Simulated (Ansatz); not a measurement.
Nb (bcc (W type), Im-3m) at seven volumes, plane-wave PAW r²SCAN (Ansatz code), scaled uniformly. One row is withheld.

| V (Å³/atom) | P (GPa) |
|---|---|
| 16.386 | 19.32 |
| 16.926 | 11.95 |
| 17.466 | 5.56 |
| 18.007 | 0.00 |
| 18.547 | -4.82 |
| 19.087 | ? |
| 19.627 | -12.67 |

Task: Fit the shown pressures and predict the withheld one.

Result: P = (3/2)B₀(x^(7/2) − x^(5/2))[1 + (3/4)(B′ − 4)(x − 1)] with x = (V₀/V)^(2/3). Least squares on the six rows gives V₀ = 18.007 Å³/atom, B₀ = 172 GPa, B′ = 3.67. At V = 19.087, x = 0.9619 and P = -9.00 GPa. The run itself gave -9.00 GPa.

The r²SCAN relaxation kept the symmetry of its start. No spin polarisation was allowed.

Potentials: the earlier of the program's two PAW sets.
